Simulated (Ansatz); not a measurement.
La$_{3}$InN (anti-perovskite, Pm-3m) at seven volumes, DFT-r²SCAN in the program Ansatz with PAW potentials, scaled uniformly. One row is withheld.

```tsv
V (Å³/atom)	P (GPa)
24.702	7.77
25.516	4.77
26.330	2.20
27.145	0.00
27.959	-1.93
28.773	?
29.588	-5.04
```

Problem. Fit the shown pressures and predict the withheld one.

Solution. Third-order Birch–Murnaghan: P = (3/2)B₀(x^(7/2) − x^(5/2))[1 + (3/4)(B′ − 4)(x − 1)] with x = (V₀/V)^(2/3). Least squares on the six rows gives V₀ = 27.140 Å³/atom, B₀ = 68.84 GPa, B′ = 3.85. At V = 28.773, x = 0.9618 and P = -3.59 GPa. The run itself gave -3.60 GPa.

The workflow started from an entry of the Crystallography Open Database (COD). Its standing as an ambient phase is unchecked. Symmetry was held in the r²SCAN relaxation; whether a distortion lowers the energy is not shown. Spin–orbit coupling is left out wherever it is not named.

Potentials: the later of the program's two PAW sets.
